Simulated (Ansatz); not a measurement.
Relaxed-ion elastic tensor of ZnCdSe₂ in space group P3m1 (No. 156; Zn on 1a, Cd on 1c, Se on 1c, Se on 1a) in GPa (Voigt order), PBEsol (plane waves, PAW; program Ansatz); density 5.54 g/cm³, 25.15 Å³ per atom.

|  | 1 | 2 | 3 | 4 | 5 | 6 |
|---|---|---|---|---|---|---|
| 1 | 81.1 | 44.0 | 38.4 | -0.1 | 0.0 | 0.0 |
| 2 | 44.0 | 81.1 | 38.4 | 0.1 | 0.0 | 0.0 |
| 3 | 38.4 | 38.4 | 105 | 0.0 | 0.0 | 0.0 |
| 4 | -0.1 | 0.1 | 0.0 | 16.9 | 0.0 | 0.0 |
| 5 | 0.0 | 0.0 | 0.0 | 0.0 | 16.9 | -0.1 |
| 6 | 0.0 | 0.0 | 0.0 | 0.0 | -0.1 | 18.5 |

Question: Is the crystal mechanically stable?

Answer: Yes: the smallest eigenvalue of C is 16.9 GPa.

Question: Work out the Voigt, Reuss and Hill averages.

Answer: K_V = 56.6, K_R = 56.1, K_H = 56.3; G_V = 20.2, G_R = 19.3, G_H = 19.8 GPa.

Question: Give Young's modulus, Poisson's ratio, Pugh's ratio and the universal anisotropy index.

Answer: E = 9KG/(3K + G) = 53.1 GPa; ν = 0.34; K/G = 2.85 (ductile by the Pugh limit of 1.75); A_U = 5G_V/G_R + K_V/K_R − 6 = 0.26.

Question: Estimate the sound speeds and the Debye temperature.

Answer: v_l = √((K + 4G/3)/ρ) = 3860 m/s, v_t = √(G/ρ) = 1890 m/s, mean 2120 m/s; Θ = (h/k)(3n/4πV)^(1/3) v_m = 216 K.

Question: How much does each axis shrink under pressure?

Answer: Linear compressibilities β_i = Σ_j S_ij (j = 1 to 3): x 6.5, y 6.5, z 4.7 per TPa.

The workflow started from a Materials Project entry (that database holds measured and hypothetical structures alike); the Crystallography Open Database copy checked does not list it. Whether it is the stable phase at ambient conditions was not checked. The PBEsol relaxation kept the symmetry of its start; of distortions, only those at the zone centre were tested.

Potentials: the later of the program's two PAW sets.
